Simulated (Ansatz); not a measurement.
**PtSe2: from a starting cell to a relaxed one**

The start is a generated trial cell of PtSe2 in the AFLOW prototype A2B_hP9_152_c_a (as in SiO2). A full variable-cell relaxation at zero pressure is run with PBE (plane waves to 420 eV, PAW, scalar-relativistic; Ansatz, a quantum-chemistry and plane-wave program). The first steps use a coarse 5×5×4 k-mesh.

The start:
```
CELL_PARAMETERS angstrom
      5.87769     0.00000     0.00000
     -2.93884     5.09023     0.00000
      0.00000     0.00000     6.46617
ATOMIC_POSITIONS crystal
  Pt 0.46990 0.00000 0.83333
  Pt 0.00000 0.46990 0.16667
  Pt 0.53010 0.53010 0.50000
  Se 0.41300 0.26680 0.71400
  Se 0.73320 0.14620 0.04734
  Se 0.85380 0.58700 0.38067
  Se 0.14620 0.73320 0.95266
  Se 0.26680 0.41300 0.28600
  Se 0.58700 0.85380 0.61933
```

Q: How large is the pressure on the unrelaxed cell, and of which sign?

A: +130 GPa (positive: the cell is compressed).

Q: How much energy is released per atom?

A: 4.71 eV/atom.

Q: How does the volume change?

A: +9.6 %, from 21.50 to 23.55 Å³/atom.

Q: Is the relaxed structure metallic? Give its gap.

A: 0.13 eV, direct at L (no spin-orbit coupling).

The space group stays P3₁21 (No. 152) (the run could not lower it), with 9 atoms in the primitive cell. Final values are on a 10×10×6 k-mesh of the relaxed cell. The relaxed cell holds bonded Se–Se pairs (2.48 Å). No spin polarisation in the result. Without spin-orbit coupling the bands of the heavy element are not split, so the gap can be far off.

The run could not lose the symmetry of its start, so the end can be a saddle point.

The relaxed structure here is a generated cell of PtSe2: the first start was made by placing the elements on the sites of a structure type, and the end was not matched to a known phase here, so it may be hypothetical. Known forms of PtSe2 include space group No. 164.
